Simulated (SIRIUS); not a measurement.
Worked example: self-consistent single point of BaTiO3 (R3m, 5 atoms in the cell; from Materials Project mp-5020) in SIRIUS.

Computed with LDA (PW92), PseudoDojo 0.4 standard norm-conserving LDA (tails mended) pseudopotentials (plane waves; SIRIUS).

```
BaTiO3
1.0
    2.84825     1.64444     2.33556
   -2.84825     1.64444     2.33556
    0.00000    -3.28888     2.33556
Ba Ti O
1 1 3
Direct
  0.00014   0.00014   0.00014
  0.51333   0.51333   0.51333
  0.48895   0.97972   0.48895
  0.48895   0.48895   0.97972
  0.97972   0.48895   0.48895
```

Reference input (self-consistent single point, DFT, LDA (PW92), plane waves, PseudoDojo 0.4 standard norm-conserving LDA (tails mended) pseudopotentials): parameters.ngridk = 7 7 7; parameters.xc_functionals = [XC_LDA_X, XC_LDA_C_PW]; parameters.gk_cutoff = 9.165 1/bohr; parameters.pw_cutoff = 18.331 1/bohr; parameters.shiftk = 1 1 1; parameters.smearing = gaussian; parameters.smearing_width = 0.0001 Ha; potentials = PseudoDojo 0.4 standard norm-conserving LDA (tails mended) pseudopotentials; parameters.electronic_structure_method = pseudopotential; parameters.num_bands = 24; parameters.num_mag_dims = 0; parameters.num_dft_iter = 100. This run's input differs from it in these lines:

```diff
@@ -23,4 +23,4 @@
     "num_dft_iter": 100,
-    "energy_tol": 1e-07,
-    "density_tol": 1e-06
+    "energy_tol": 0.001,
+    "density_tol": 0.001
   },
```

Output (repeated stretches shortened):

```
[find] density tolerance         : 0.001
[find] total energy tolerance    : 0.001
[find] iter_solver_tol (initial) : 0.01
[find] iter_solver_tol (target)  : 1e-13
[find] num_dft_iter              : 100
Charges and magnetic moments
--------------------------------------------------------------------------------
total charge          : 40.000000
[find] | SCF iteration   0 out of 100|
[diagonalize] iterative solver tolerance (occupied, empty): 0.01 0.01
[diagonalize] average number of iterations: 1.90909
[find] Charges and magnetic moments
[find] total charge          : 40.000000
[find] Energy
   [... lines left out ...]

[find] Charges and magnetic moments
[find] total charge          : 40.000000
[find] Energy
[find] smearing (-TS)                 :       0.00000000
[find] Total energy                   :    -137.30734908 (Ha),    -274.61469816 (Ry)
[find] Free energy (E-TS)             :    -137.30734908 (Ha),    -274.61469816 (Ry)
[find] band gap (eV)                  :       2.40212122
[find] Efermi                         :       0.38852588
[find] iteration : 18, RMS (target) : 5.6414e-04 (1.0000e-03) , energy difference (target) : -1.6787e-06 (1.0000e-03)
[find] bands are converged : true
[find] iterative solver converged : false
[find] converged after 19 SCF iterations!
[find] Charges and magnetic moments
[find] total charge          : 40.000000
[find] Energy
[find] smearing (-TS)                 :       0.00000000
[find] Total energy                   :    -137.30734908 (Ha),    -274.61469816 (Ry)
[find] Free energy (E-TS)             :    -137.30734908 (Ha),    -274.61469816 (Ry)
[find] band gap (eV)                  :       2.40212122
[find] Efermi                         :       0.38852588
[ground_state] === stress tensor components [kbar] ===
[ground_state] === stress_total ===
[ground_state]    96.723207    0.000000   -0.000000
[ground_state]     0.000000   96.723182    0.000000
[ground_state]    -0.000000    0.000000   94.628290
[ground_state] ==== total Forces in Ha/bohr =====
[ground_state] atom:    0, force:       0.0000000      0.0000000      0.0017571
[ground_state] atom:    1, force:       0.0000000      0.0000000      0.0047713
[ground_state] atom:    2, force:       0.0019459     -0.0011235     -0.0021493
[ground_state] atom:    3, force:       0.0000000      0.0022470     -0.0021493
[ground_state] atom:    4, force:      -0.0019459     -0.0011235     -0.0021493
```

The run converged in 19 iterations. SIRIUS prints the stress tensor with tension positive. Against the reference run the free energy stays essentially unchanged (within 1 meV/atom), the pressure hardly changes (-9.59 to -9.60 GPa) and the largest force goes from 0.256 to 0.245 eV/Å.

This run is one point of a test of settings, so its values need not be converged; read them against the reference run alone. The structure comes from a collection of computed structures, made at another level of theory; the collection holds predicted forms beside known ones.

Cost on one core: around 2.3 core-minutes (rough).

The gap that the log prints is read on the run's mesh, which can miss the band edges or a crossing.

“Tails mended”: in these copies of the files the far tail of each local potential was reset to the Coulomb form.
